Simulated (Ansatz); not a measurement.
**HfZrTe$_{4}$: vibrational free energy, entropy and heat capacity**

Level of theory: DFT PBE, scalar-relativistic, plane waves, PAW in Ansatz. Plane waves to 420 eV; Γ-centred k mesh 12×12×4; Fermi-Dirac smearing of 0.15 eV. No spin polarisation. Phonons by linear response, acoustic sum rule imposed.

Relaxed structure:
```cif
data_structure
_symmetry_space_group_name_H-M 'P-3m1'
_symmetry_Int_Tables_number 164
_cell_length_a 3.9655
_cell_length_b 3.9655
_cell_length_c 14.2377
_cell_angle_alpha 90.000
_cell_angle_beta 90.000
_cell_angle_gamma 120.000
_cell_volume 193.90
loop_
_atom_site_label
_atom_site_type_symbol
_atom_site_symmetry_multiplicity
_atom_site_Wyckoff_symbol
_atom_site_fract_x
_atom_site_fract_y
_atom_site_fract_z
_atom_site_occupancy
Zr1 Zr 1 a 0.00000 0.00000 0.00000 1
Hf1 Hf 1 b 0.00000 0.00000 0.50000 1
Te1 Te 2 d 0.33333 0.66667 0.12690 1
Te2 Te 2 d 0.33333 0.66667 0.62498 1
```

The cell was found from a structure generator's guess, not taken from experiment. In a metal, frequencies and elastic constants depend on the k mesh and the smearing, soft modes and shear constants most. Some empty bands missed the eigensolver's threshold. Spin–orbit coupling is left out, which matters for heavy elements. The q mesh is coarse, so values between its points are rough. No dispersion correction is applied, so modes and constants that involve weak contacts between layers, chains or molecules come out too soft.

Force constants from linear response on a 2×2×1 q mesh, interpolated to a fine mesh.

(1) How much zero-point energy does an atom carry?

(2) How large are the vibrational entropy and heat capacity at 300 K?

(3) Tabulate them against temperature.

Results:

(1) 19.5 meV.

(2) S = 5.35 k_B and C_V = 2.93 k_B per atom, 98 % of the Dulong–Petit value.

(3)
```csv
T (K),F_vib (meV/atom),S (k_B/atom),C_V (k_B/atom)
100,11.2,2.32,2.46
200,-17.6,4.18,2.85
300,-58.9,5.35,2.93
400,-108.9,6.20,2.96
500,-165.2,6.86,2.97
600,-226.8,7.40,2.98
700,-292.6,7.86,2.99
800,-362.1,8.26,2.99
900,-434.9,8.61,2.99
1000,-510.5,8.93,2.99
```
